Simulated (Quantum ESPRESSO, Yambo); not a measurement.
## Levels of theory for the gap of Na$_{3}$MoO$_{3}$F$_{3}$

Na₃MoO₃F₃ (space group R3, No. 146): one geometry, one set of PBEsol (Quantum ESPRESSO, PseudoDojo norm-conserving, 88 Ry, without SOC) orbitals, self-energies from Yambo (2×2×2 Γ-centred k mesh, bands 5 to 203 and a 7 Ry block in the screening, 203 bands in G with the Bruneval-Gonze terminator, plasmon pole fitted at 27.2 eV).

The geometry is that of Materials Project entry mp-18753, symmetrised and not relaxed again.

```json
[
 {"level": "PBEsol (Quantum ESPRESSO)", "gap L → Z (eV)": "4.09", "direct gap at Z (eV)": "4.25", "rough Yambo cost": "–"},
 {"level": "exchange only (Hartree-Fock self-energy on PBEsol orbitals)", "gap L → Z (eV)": "14.93", "direct gap at Z (eV)": "15.04", "rough Yambo cost": "about 1/10 (8 states)"},
 {"level": "static COHSEX@PBEsol", "gap L → Z (eV)": "8.26", "direct gap at Z (eV)": "8.43", "rough Yambo cost": "about 1/2 (3 states)"},
 {"level": "G0W0@PBEsol, plasmon pole", "gap L → Z (eV)": "7.23", "direct gap at Z (eV)": "7.41", "rough Yambo cost": "1 (8 states)"},
 {"level": "G0W0@PBEsol, multipole fit to 8 frequencies, no terminator", "gap L → Z (eV)": "7.22", "direct gap at Z (eV)": "7.41", "rough Yambo cost": "about 2× (3 states)"},
 {"level": "G0W0@PBEsol, plasmon pole, no terminator", "gap L → Z (eV)": "7.28", "direct gap at Z (eV)": "7.47", "rough Yambo cost": "about 1/8 (3 states, screening reused)"}
]
```

Bare exchange has no screening and gives the widest gap; static COHSEX screens it but leaves out the frequency dependence, which G0W0 restores.

Costs are rough ratios of core time on shared machines.

Nearest settings tried, and what they do to the gap: 136 bands in G: +14 meV; 136 bands in W, 136 bands in G: +52 meV; 6 Ry block (223 vectors against 289): +10 meV. Not varied: mesh. So the settings aren't converged at that level. The k mesh is coarse.

Spin-orbit splittings are left out.
